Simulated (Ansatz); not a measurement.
Be$_{2}$C:
Space group Fm-3m (No. 225); a = b = c = 4.3107 Å, α = β = γ = 90.00°

```
atom  site  symmetry       x       y       z
----  ----  --------  ------  ------  ------
Be      8c      -43m  0.2500  0.2500  0.2500
C       4a      m-3m  0.0000  0.0000  0.0000
```
(The calculation used a cell of 3 atoms; values per cell refer to that cell.)

Relaxed with PBEsol. Independent-particle spectrum: no excitons, no local fields, no scissors shift; 0.1 eV broadening; ε₁ of the summed bands alone.

Question: Tabulate the dielectric function from DFT-PBEsol in the program Ansatz with PAW potentials.

Answer: 

```
E (eV)  ε₁ xx  ε₂ xx
------  -----  -----
0.0      7.24   0.00
0.5      7.26   0.00
1.0      7.35   0.00
1.5      7.51   0.00
2.0      7.74   0.00
2.5      8.08   0.00
3.0      8.56   0.00
3.5      9.28   0.00
4.0     10.73   0.03
4.5     11.67   2.06
5.0     12.00   2.86
5.5     13.12   3.48
6.0     16.15   5.67
6.5     18.77   9.90
7.0     17.88  22.74
7.5     -5.65  32.51
8.0     -7.12  15.01
8.5     -5.96  10.79
9.0     -5.08   8.85
9.5     -4.92   7.03
10.0    -4.31   5.84
10.5    -3.79   5.16
11.0    -3.97   4.48
11.5    -3.88   3.64
12.0    -3.46   2.96
```

Question: From ε at 5.1 eV (xx: 12.12 + 2.99i), find n, k, the normal reflectivity and the absorption coefficient.

Answer: n = 3.51, k = 0.426, R = 32 %, α = 2kE/ħc = 220000 cm⁻¹.

With all bands, ε∞ without local fields is 7.29. DFPT, with local fields, gives 6.98.

The PBEsol relaxation kept the symmetry of its start.

Potentials: the later of the program's two PAW sets.
